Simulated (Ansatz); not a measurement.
ZrO2:
```xyz
12
Lattice="10.4030 0.0000 0.0000 0.0000 3.4865 0.0000 0.0000 0.0000 3.7718" Properties=species:S:1:pos:R:3 pbc="T T T"
Zr     9.1564     2.6149     2.8335
Zr     1.2466     0.8716     0.9383
Zr     6.4481     0.8716     0.9476
Zr     3.9549     2.6149     2.8242
O      2.2465     2.6149     1.4597
O      8.1565     0.8716     2.3121
O      2.9550     0.8716     3.3456
O      7.4480     2.6149     0.4262
O      4.9158     2.6149     0.9762
O      5.4872     0.8716     2.7956
O      0.2857     0.8716     2.8621
O     10.1173     2.6149     0.9097
```

Relaxed with r²SCAN.

Task: Map the valence electron density (e/Å³), cut off at 3 on the plane through (0.880, 0.750, 0.751) spanned by u = [1, 0, 0] and v = [0, 0, 1] in lattice vectors, from DFT-r²SCAN in the program Ansatz with PAW potentials.

Result: x is the fraction of u, y of v (the angle between them is 90°; rows are the nearest grid lines); atoms in the plane: Zr at (0.00, 0.00), Zr at (0.50, 1.00), O at (0.34, 0.64), O at (0.84, 0.36), O at (0.59, 0.51), O at (0.09, 0.49).
```
|8995100000000000159999510000000000015998|
|9994100000000000149999410000000000014999|
|9983000000000111139998300000000000003899|
|9851000000001222125985100000000000001599|
|5421000000014664212442110000000000000245|
|1111110000138998311122221000000000000011|
|0123321000149999410013443100000000000000|
|0248852000159999410025997310000000000000|
|1289994100149999310039999410000122100001|
|1399996100138997200039999610001355310001|
|1399996100013553100039999610013799620001|
|1399995100001221000028999410014999931001|
|1259973100000000000024895200015999941001|
|1134531000000000000012332100014999941001|
|1222210000000000000111111000013999831111|
|4421100000000000002342100000001466421244|
|9841000000000000014884100000000122212589|
|9983000000000000038998300000000011113899|
|9994100000000000049999410000000000014999|
|8995100000000000159999510000000000015998|
```
Scale: ten equal steps from 0.024 (start of '0') to 3.00 (end of '9'), in the order '0123456789'; x runs from 0.000 to 1.00, y from 0.000 (bottom) to 1.00 (top).

The density is the valence pseudo-density with augmentation charge, so density and ELF within about 1 Å of a nucleus are not all-electron values.

Space group Pnma. The workflow started from a Materials Project entry (that database holds measured and hypothetical structures alike); the Crystallography Open Database copy checked does not list it. It is not the phase usual at ambient conditions (space group No. 14). The r²SCAN relaxation kept the symmetry of its start; whether a distortion lowers the energy is not shown. No spin polarisation was allowed.

Potentials: the later of the program's two PAW sets.
